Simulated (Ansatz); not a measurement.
Ru:
```cif
data_Ru2
_chemical_formula_sum 'Ru2'
_space_group_name_H-M_alt 'I4/mmm'
_space_group_IT_number 139
_space_group_name_Hall '-I 4 2'
_cell_length_a 3.23822
_cell_length_b 3.23822
_cell_length_c 2.73493
_cell_angle_alpha 90.000
_cell_angle_beta 90.000
_cell_angle_gamma 90.000
loop_
_atom_site_label
_atom_site_type_symbol
_atom_site_symmetry_multiplicity
_atom_site_Wyckoff_symbol
_atom_site_fract_x
_atom_site_fract_y
_atom_site_fract_z
_atom_site_occupancy
Ru1 Ru 2 a 0.00000 0.00000 0.00000 1
```
(The calculation used a cell of 1 atom; values per cell refer to that cell.)
The run is spin-polarised.

Relaxed at zero pressure with PBE (plane waves, PAW; program Ansatz).

**Question.** The volume is lowered by 3 % and shape and atoms relax at that volume. What pressure results, and how do the axes share the change?

**Answer.** 8.7 GPa; a -1.1 %, b -1.1 %, c -0.8 %; the energy rises by 11 meV/atom.

**Question.** Give the new structure.

**Answer.** 
Space group I4/mmm (No. 139); a = b = 3.201 Å, c = 2.714 Å, α = β = γ = 90.00°

```tsv
atom	site	symmetry	x	y	z
Ru	2a	4/mmm	0.0000	0.0000	0.0000
```

The phase is kept; no other phase was compared at this pressure.

The start of the workflow was typed in or built on a structure type; neither database checked (COD, Materials Project) lists it. It is not the phase usual at ambient conditions (space group No. 194). The PBE relaxation kept the symmetry of its start; whether a distortion lowers the energy is not shown. Spin order of the final state: ferromagnetic, chosen from 2 collinear starts compared on coarse meshes (ties went to the first, and starts can fall back to one state), not a proven ground state. Axis ratios of metals converge slowly with the k-mesh, so a and c are less sure than the volume.

Potentials: the earlier of the program's two PAW sets.
